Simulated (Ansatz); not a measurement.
LaOF:
Space group R-3m, hexagonal axes (No. 166); a = 3.9768 Å, b = 3.9768 Å, c = 19.8283 Å, α = 90.00°, β = 90.00°, γ = 120.00°

| atom | site | symmetry | x | y | z |
|---|---|---|---|---|---|
| La | 6c | 3m | 0.0000 | 0.0000 | 0.2577 |
| O | 6c | 3m | 0.0000 | 0.0000 | 0.3772 |
| F | 6c | 3m | 0.0000 | 0.0000 | 0.1293 |
(The calculation used a cell of 6 atoms; values per cell refer to that cell.)

Relaxed at zero pressure with LDA in the plane-wave PAW code Ansatz.

Question: The volume is lowered by 6 % and shape and atoms relax at that volume. What pressure results, and how do the axes share the change?

Answer: 9.6 GPa; a -2.0 %, b -2.0 %, c -2.2 %; the energy rises by 25 meV/atom.

Question: Give the new structure.

Answer: 
Space group R-3m, hexagonal axes (No. 166); a = b = 3.8983 Å, c = 19.3971 Å, α = β = 90.00°, γ = 120.00°

```tsv
atom	site	symmetry	x	y	z
La	6c	3m	0.0000	0.0000	0.2569
O	6c	3m	0.0000	0.0000	0.3778
F	6c	3m	0.0000	0.0000	0.1298
```

The phase is kept; no other phase was compared at this pressure.

The first step of the workflow began from a Materials Project structure, measured or hypothetical; the Crystallography Open Database files this formula in space group No. 166, but the cells were not matched. Its standing as an ambient phase is unchecked. The LDA relaxation kept the symmetry of its start; its stability against distortions is not shown here. Scalar-relativistic: spin–orbit coupling is off unless named, which matters more the heavier the elements.

Potentials: the later of the program's two PAW sets.
